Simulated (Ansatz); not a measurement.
The cell of CaGe₄N is invented: random cell by space group and Wyckoff sites (P-43m, No. 215). The dimensions are guesses.

```xyz
6
Lattice="5.0767 0.0000 0.0000 0.0000 5.0767 0.0000 0.0000 0.0000 5.0767" Properties=species:S:1:pos:R:3 pbc="T T T"
Ca    2.5383    2.5383    2.5383
Ge    0.9947    0.9947    0.9947
Ge    4.0820    4.0820    0.9947
Ge    4.0820    0.9947    4.0820
Ge    0.9947    4.0820    4.0820
N     0.0000    0.0000    0.0000
```

These are results of DFT PBE, scalar-relativistic, plane waves, PAW (Ansatz 0.2.0), not measurements. Cutoff 420 eV, Gaussian smearing, Γ-centred meshes. Cell and atoms relax first on a coarse mesh and then on a finer one. In between, the cell is made exact in the group found at 0.06 Å. In metals the finer mesh still leaves noise of several meV/atom or more. The steps can't lower the symmetry of their start. No spin polarisation.

A guess keeps its type if space group and coordination stay and the shape of the cell changes little (axis ratios within about 15 %, angles within 6°); the volume may change.

Q: Will the relaxed cell still be of the starting type?

A: It keeps its type. The symmetry stays P-43m (No. 215). The volume per atom grows by 15.0 %, from 21.8 to 25.1 Å³. The shortest distance goes from 1.72 Å (Ge–N) to 1.92 Å (Ge–N). Counting neighbours within 15 % of an atom's shortest distance, the start has Ca 4, Ge 1, N 4 and the end Ca 4, Ge 1, N 4.

Formation energies are uncorrected and refer to the elements' standard structures at the same level (N₂ as a molecule).

Q: At what energy does it end?

A: +0.52 eV/atom. It can't be a ground state, since the elements alone are lower.

The last run used an 8×8×8 mesh for its 6-atom cell and Gaussian smearing of 0.10 eV. A structure relaxed within its symmetry needn't be a true minimum. Another cell of CaGe4N relaxed alike, in P-6m2, lies 149 meV/atom lower, so this cell isn't the stable form at this level.
